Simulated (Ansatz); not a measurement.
## K2ZnH4 — Zn-67 NMR of the central transition

Cell: a Materials Project structure (computed, not necessarily an observed phase), taken as it stands.

```cif
data_K2ZnH4
_symmetry_space_group_name_H-M 'Pnma'
_symmetry_Int_Tables_number 62
_cell_length_a 7.7273
_cell_length_b 5.7802
_cell_length_c 10.1879
_cell_angle_alpha 90.000
_cell_angle_beta 90.000
_cell_angle_gamma 90.000
loop_
_atom_site_label
_atom_site_type_symbol
_atom_site_symmetry_multiplicity
_atom_site_Wyckoff_symbol
_atom_site_fract_x
_atom_site_fract_y
_atom_site_fract_z
K1 K 4 c 0.6593 0.2500 0.0916
K5 K 4 c 0.9864 0.2500 0.8127
Zn Zn 4 c 0.7356 0.2500 0.4182
H13 H 8 d 0.8125 0.4820 0.3457
H21 H 4 c 0.5242 0.2500 0.4123
H25 H 4 c 0.3077 0.2500 0.9291
```

One atom of each set is listed.

All values are calculated (Ansatz; DFT, PBE, plane waves and PAW, scalar-relativistic, 420 eV cutoff, Γ-centred 4×5×3 k-points, Fermi–Dirac smearing 0.02 eV), not measured.

Zn-67 has I = 5/2 and Q = 122.0 mb (Pyykkö 2018); at 18.8 T its Larmor frequency is ν₀ = 50.2 MHz. Only the quadrupole interaction is simulated: positions count from each site's isotropic chemical shift, and J coupling is left out, as are shift anisotropy and dipolar coupling, which fast spinning averages.

Q: Simulate the second-order pattern (fast magic-angle spinning, Gaussian broadening 0.1 kHz) of site Zn (4 H at 1.64–1.65 Å).

A: The calculation gives C_Q = 2.92 MHz and η = 0.66, so ν_Q = 0.438 MHz and the centre of gravity lies at -23.2 ppm (-1.17 kHz).

offset (kHz), height and a bar:
```
   -2.873          0 
   -2.776          1 
   -2.679          7 ##
   -2.583          8 ##
   -2.486          9 ###
   -2.390         11 ###
   -2.293         20 ######
   -2.196         24 #######
   -2.100         25 #######
   -2.003         26 ########
   -1.906         28 ########
   -1.810         31 #########
   -1.713         34 ##########
   -1.617         39 ############
   -1.520         68 ####################
   -1.423        100 ##############################
   -1.327         79 ########################
   -1.230         72 ######################
   -1.133         75 #######################
   -1.037         88 ##########################
   -0.940         80 ########################
   -0.844         63 ###################
   -0.747         54 ################
   -0.650         49 ###############
   -0.554         45 #############
   -0.457         41 ############
   -0.360         39 ############
   -0.264         37 ###########
   -0.167         34 ##########
   -0.071         24 #######
    0.026          3 #
    0.123          0
```
